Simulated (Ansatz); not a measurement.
CsSnI3:
Space group Pm-3m (No. 221); a = 6.2714 Å, b = 6.2714 Å, c = 6.2714 Å, α = 90.00°, β = 90.00°, γ = 90.00°

```
atom  site  symmetry       x       y       z
----  ----  --------  ------  ------  ------
Cs      1a      m-3m  0.0000  0.0000  0.0000
I       3c    4/mm.m  0.0000  0.5000  0.5000
Sn      1b      m-3m  0.5000  0.5000  0.5000
```

Relaxed with PBE.

### Question
Which orbitals make up the states near the band edges in plane-wave PAW PBE (Ansatz code)?

### Answer
Top 1 eV of the valence band: I 5p 54 %, Sn 5s 24 %, Sn 5p 18 %. Bottom 1 eV of the conduction band: Sn 5p 75 %, I 5p 13 %, I 5s 5 %, outside the projected shells 5 %. Projections are on Löwdin-orthogonalised atomic valence shells; empty p or d shells of many metals are not among them.

### Question
Tabulate the density of states.

### Answer
States/eV per cell of 5 atoms, in 0.25 eV bins, energy from the valence-band maximum.

| E (eV) | total | I 5p | Sn 5p | Sn 5s |
|---|---|---|---|---|
| -7.85 | 0.91 | 0.28 | 0.01 | 0.59 |
| -7.60 | 1.83 | 0.52 | 0.02 | 1.21 |
| -7.35 | 1.91 | 0.48 | 0.03 | 1.28 |
| -7.10 | 1.67 | 0.37 | 0.03 | 1.16 |
| -6.85 | 0.85 | 0.16 | 0.02 | 0.61 |
| -6.60 | 0.37 | 0.05 | 0.01 | 0.28 |
| -6.35 | 0.11 | 0.01 | 0.00 | 0.09 |
| -6.10 | 0.00 | 0.00 | 0.00 | 0.00 |
| -5.85 | 0.00 | 0.00 | 0.00 | 0.00 |
| -5.60 | 0.00 | 0.00 | 0.00 | 0.00 |
| -5.35 | 0.00 | 0.00 | 0.00 | 0.00 |
| -5.10 | 0.00 | 0.00 | 0.00 | 0.00 |
| -4.85 | 0.00 | 0.00 | 0.00 | 0.00 |
| -4.60 | 0.00 | 0.00 | 0.00 | 0.00 |
| -4.35 | 2.64 | 1.75 | 0.87 | 0.00 |
| -4.10 | 4.60 | 3.07 | 1.44 | 0.03 |
| -3.85 | 2.41 | 1.63 | 0.68 | 0.05 |
| -3.60 | 2.16 | 1.52 | 0.53 | 0.06 |
| -3.35 | 3.31 | 2.45 | 0.61 | 0.09 |
| -3.10 | 7.23 | 6.02 | 0.47 | 0.10 |
| -2.85 | 3.83 | 3.55 | 0.13 | 0.01 |
| -2.60 | 7.68 | 7.31 | 0.21 | 0.03 |
| -2.35 | 7.47 | 7.31 | 0.05 | 0.02 |
| -2.10 | 14.53 | 14.00 | 0.22 | 0.11 |
| -1.85 | 8.63 | 8.15 | 0.17 | 0.19 |
| -1.60 | 3.88 | 3.40 | 0.12 | 0.30 |
| -1.35 | 1.74 | 1.18 | 0.16 | 0.34 |
| -1.10 | 1.14 | 0.71 | 0.14 | 0.26 |
| -0.85 | 0.61 | 0.34 | 0.10 | 0.15 |
| -0.60 | 0.14 | 0.06 | 0.03 | 0.03 |
| -0.35 | 0.00 | 0.00 | 0.00 | 0.00 |
| -0.10 | 0.00 | 0.00 | 0.00 | 0.00 |
| 0.15 | 0.00 | 0.00 | 0.00 | 0.00 |
| 0.40 | 0.00 | 0.00 | 0.00 | 0.00 |
| 0.65 | 0.14 | 0.01 | 0.11 | 0.00 |
| 0.90 | 1.23 | 0.13 | 0.95 | 0.01 |
| 1.15 | 2.71 | 0.35 | 2.01 | 0.03 |
| 1.40 | 1.80 | 0.26 | 1.32 | 0.02 |
| 1.65 | 1.30 | 0.23 | 0.90 | 0.02 |
| 1.90 | 1.29 | 0.27 | 0.87 | 0.02 |
| 2.15 | 1.59 | 0.37 | 1.04 | 0.03 |
| 2.40 | 1.97 | 0.46 | 1.16 | 0.04 |
| 2.65 | 1.89 | 0.35 | 0.78 | 0.03 |
| 2.90 | 1.15 | 0.26 | 0.54 | 0.02 |
| 3.15 | 1.64 | 0.29 | 0.52 | 0.02 |
| 3.40 | 3.17 | 0.49 | 0.88 | 0.01 |
| 3.65 | 6.36 | 0.99 | 1.61 | 0.02 |
| 3.90 | 8.14 | 0.89 | 1.34 | 0.01 |
| 4.15 | 6.71 | 0.41 | 0.68 | 0.01 |
| 4.40 | 9.84 | 0.29 | 0.47 | 0.02 |
| 4.65 | 7.88 | 0.31 | 0.50 | 0.01 |
| 4.90 | 6.00 | 0.09 | 0.11 | 0.00 |

This is a known high-temperature phase of the composition, computed here at zero pressure and temperature. Symmetry was held in the PBE relaxation; of distortions, only those at the zone centre were tested. Spin–orbit coupling is left out wherever it is not named.

Potentials: the later of the program's two PAW sets.
